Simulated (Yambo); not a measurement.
Yambo run on AlBO3 (space group R-3c, No. 167). The wavefunctions come from this Quantum ESPRESSO step (PBEsol, PseudoDojo standard norm-conserving files, scalar-relativistic):

```
&CONTROL
  calculation = 'nscf'
  pseudo_dir = './pseudo'
  outdir = './out'
/
&SYSTEM
  ibrav = 0
  nat = 10
  ntyp = 3
  ecutwfc = 84.0
  ecutrho = 336.0
  occupations = 'fixed'
  force_symmorphic = .true.
  nbnd = 127
/
&ELECTRONS
  conv_thr = 1e-08
  diago_full_acc = .true.
  diago_thr_init = 1e-08
/
ATOMIC_SPECIES
B 10.8100 B.upf
O 15.9990 O.upf
Al 26.9815 Al.upf
CELL_PARAMETERS angstrom
  2.252739971000   1.300620028000   4.634307000000
 -2.252739971000   1.300620028000   4.634307000000
  0.000000000000  -2.601240057000   4.634307000000
ATOMIC_POSITIONS crystal
B   0.750000000000   0.750000000000   0.750000000000
B   0.250000000000   0.250000000000   0.250000000000
O   0.750000000000   0.442093000000   0.057907000000
O   0.250000000000   0.557907000000   0.942093000000
O   0.057907000000   0.750000000000   0.442093000000
O   0.942093000000   0.250000000000   0.557907000000
O   0.442093000000   0.057907000000   0.750000000000
O   0.557907000000   0.942093000000   0.250000000000
Al   0.500000000000   0.500000000000   0.500000000000
Al   0.000000000000   0.000000000000   0.000000000000
K_POINTS automatic
4 4 4 0 0 0
```

Yambo input:

```
rim_cut
gw0
dyson
el_el_corr
HF_and_locXC
ppa
em1d
RandQpts= 1000000
RandGvec= 1 Ry
EXXRLvcs= 84 Ry
VXCRLvcs= 336 Ry
Chimod= "HARTREE"
% BndsRnXp
 1 | 125 |
%
NGsBlkXp= 7 Ry
% LongDrXp
 1.0 | 1.0 | 1.0 |
%
PPAPntXp= 27.2114 eV
% GbndRnge
 1 | 125 |
%
GTermKind= "BG"
DysSolver= "n"
ExtendOut
% QPkrange
 1 | 1 | 24 | 25 |
 8 | 8 | 24 | 25 |
%
```

k points by index: 1 = Γ, 8 = (0.25, 0.25, 0.25).

The o-*.qp file then holds:

```
#    K-point    Band    Eo [eV]    E [eV]    E-Eo [eV]    Vxc [eV]    Vnlxc [eV]    Sc|Eo [eV]    Sc|E [eV]    dSc/dw|Eo [eV]    Re(Z)    Im(Z)
#
    1    24    0.000000    -1.284768    -1.284768    -20.40823    -26.31093    4.327162    4.617938    -6.158169    0.815454    -0.947303E-3
    1    25    6.051494    7.525042    1.473549    -12.83752    -7.136854    -3.959968    -4.227118    -4.933077    0.846533    -0.834797E-3
    8    24    -0.193280    -1.504038    -1.310758    -20.26096    -26.18276    4.314981    4.611039    -6.145738    0.815758    -0.948881E-3
    8    25    5.745380    7.061526    1.316146    -11.75100    -6.121299    -4.087013    -4.313554    -4.683471    0.853158    -0.795565E-3
```
(The two width columns are left out.) Convergence of these settings isn't established.

Geometry of the Materials Project entry, not relaxed at this level.
